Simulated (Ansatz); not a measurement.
NaPt3O4:
```
CELL_PARAMETERS angstrom
      5.70131     0.00000     0.00000
      0.00000     5.70131     0.00000
      0.00000     0.00000     5.70131
ATOMIC_POSITIONS crystal
  Na 0.50000 0.50000 0.50000
  Na 0.00000 0.00000 0.00000
  Pt 0.75000 0.00000 0.50000
  Pt 0.25000 0.00000 0.50000
  Pt 0.50000 0.25000 0.00000
  Pt 0.50000 0.75000 0.00000
  Pt 0.00000 0.50000 0.25000
  Pt 0.00000 0.50000 0.75000
  O  0.75000 0.25000 0.25000
  O  0.25000 0.75000 0.75000
  O  0.25000 0.25000 0.75000
  O  0.75000 0.75000 0.25000
  O  0.25000 0.75000 0.25000
  O  0.75000 0.25000 0.75000
  O  0.75000 0.75000 0.75000
  O  0.25000 0.25000 0.25000
```

Relaxed with r²SCAN.

**Question.** Map the electron localisation function on the plane through (0.500, 0.500, 0.500) spanned by u = [1, 1, 0] and v = [1, -1, 1] in lattice vectors, from r²SCAN (plane waves, PAW; program Ansatz).

**Answer.** x is the fraction of u, y of v (the angle between them is 90°; rows are the nearest grid lines); atoms in the plane: Na at (0.00, 0.00), Na at (0.00, 0.50), Pt at (0.75, 0.75), Pt at (0.25, 0.25), O at (0.50, 0.75), O at (0.50, 0.25), O at (0.00, 0.75), O at (0.00, 0.25).
```
|:-**-      .:=++=------=++=:.      -**-:|
|***=    ...:-=+**+=-::::..   ...    =***|
|==:    ....::-=*#*+=:..     .....    :==|
|.       ...:-+*#*+-:.    .........     .|
|@@%*-     .:---::-*%#*=:.-+**+**+-.:*%@@|
|*#%%*:        .:*%%#*%@*::+*****+::*@@#*|
|:=#%*-.       .-*%#==%@*::=+*#*+=::*@%=:|
|@@@%+.     ..:..-#@@%%#-:-*##*##*-.=%@@@|
|##+-.    ..:-+++-:.:-:. .:-------:..:+##|
|       ....::-+###+=:.     ......       |
|==:    ....::-=*#*+=:..     .....    :==|
|=+**:    ..:-+**+=--------:.       :**+=|
|=+**:       .:--------=+**+-:..    :**+=|
|==:    .....     ..:=+*#*=-::....    :==|
|       ......     .:=+###+-::....       |
|##+:..:-------:. .:-:.:-+++-:..    .-+##|
|@@@%=.-*##*##*-:-#%%@@#-..:..     .+%@@@|
|:=%@*::=+*#*+=::*@%==#%*-.       .-*%#=:|
|*#@@*::+*****+::*@%*#%%*:.        :*%%#*|
|@@%*:.-+**+**+-.:=*#%*-::---:.     -*%@@|
|.     .........    .:-+*#*+-:...       .|
|==:    .....     ..:=+*#*=-::....    :==|
|***=    ...   ..::::-=+**+=-:...    =***|
|:-**-      .:=++=------=++=:.      -**-:|
```
Scale: ten equal steps from 0.011 (start of ' ') to 0.860 (end of '@'), in the order ' .:-=+*#%@'; x runs from 0.000 to 1.00, y from 0.000 (bottom) to 1.00 (top).

The density is the valence pseudo-density with augmentation charge, so density and ELF within about 1 Å of a nucleus are not all-electron values.

Space group Pm-3n. The workflow started from a Materials Project entry (that database holds measured and hypothetical structures alike); the Crystallography Open Database files this formula in space group No. 223, but the cells were not matched. Its standing as an ambient phase is unchecked. The r²SCAN relaxation kept the symmetry of its start; whether a distortion lowers the energy is not shown. The run is not spin-polarised. Scalar-relativistic: spin–orbit coupling is off unless named, which matters more the heavier the elements.

Potentials: the earlier of the program's two PAW sets.
